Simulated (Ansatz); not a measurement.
A geometry of Na away from equilibrium: the start of the relaxation of a generated cell, Na placed in the AFLOW prototype A_tP4_129_ac (A_d). The numbers are results of r2SCAN (plane waves to 500 eV, PAW, scalar-relativistic; Ansatz, an electronic-structure program), not measurements. Γ-centred k-mesh 8×8×11 on the run's cell, Fermi–Dirac smearing 0.05 eV.

```xyz
4
Lattice="6.0258 0.0000 0.0000 0.0000 6.0258 0.0000 0.0000 0.0000 4.1689" Properties=species:S:1:pos:R:3:forces:R:3 pbc="T T T" free_energy=-5954.300 pressure_GPa=0.1
Na     0.0000     0.0000     0.0000    0.0000    0.0000    0.0000
Na     3.0129     3.0129     0.0000    0.0000    0.0000    0.0000
Na     3.0129     0.0000     1.5634    0.0000    0.0000    0.3095
Na     0.0000     3.0129     2.6056    0.0000    0.0000   -0.3095
```

Positions in Å, forces in eV/Å, free energy of the cell in eV (comparable only within this code, potentials and settings). Largest force: 0.31 eV/Å, on Na3, Na4 (atoms numbered as listed); the geometry lies 0.04 eV/atom above the end of its relaxation.

No spin polarisation in the result.

The run could not lose the symmetry of its start, so the end can be a saddle point.

The end of the path is a generated cell of Na: the first start was made by placing the elements on the sites of a structure type, and the end was not matched to a known phase here, so it may be hypothetical. Known forms of Na include space group No. 229.
